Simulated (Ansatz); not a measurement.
Values for one crystal, relaxed and computed with the program Ansatz at the PBEsol level (PAW); other levels are named.

| Property | Result |
|---|---|
| Volume per atom | 18.47 Å³ |
| Electronic character | metallic (no gap) |
| Zone-centre stability | no imaginary mode at Γ |
| Bulk modulus (Birch–Murnaghan fit) | 154 GPa |
| Mechanical stability | unstable (C has a negative eigenvalue) |
| Pressure derivative B′ | 4.2 |
| Formation energy from the elements (no fitted shifts) | 0.100 eV/atom |

Q: Pick the material that matches.
(A) AlNi, rock salt
(B) MoRu, rock salt
(C) ZrAg, rock salt
(D) ZrRu, rock salt

A: D, ZrRu, rock salt

Space group Fm-3m (rock salt). The start of the workflow was typed in or built on a structure type; neither database checked (COD, Materials Project) lists it. COD files the formula under space group No. 221. Whether it is the stable phase at ambient conditions was not checked. The cell was relaxed with PBEsol under the symmetry of its start. No spin polarisation was allowed. The references are the lowest solids computed at this level, not always the standard phases. Scalar-relativistic: spin–orbit coupling is off unless named, which matters more the heavier the elements.

Potentials: the earlier of the program's two PAW sets. The files were generated under PBE; for other functionals the program regenerates the frozen cores, and for LDA and PBEsol the local potential too.
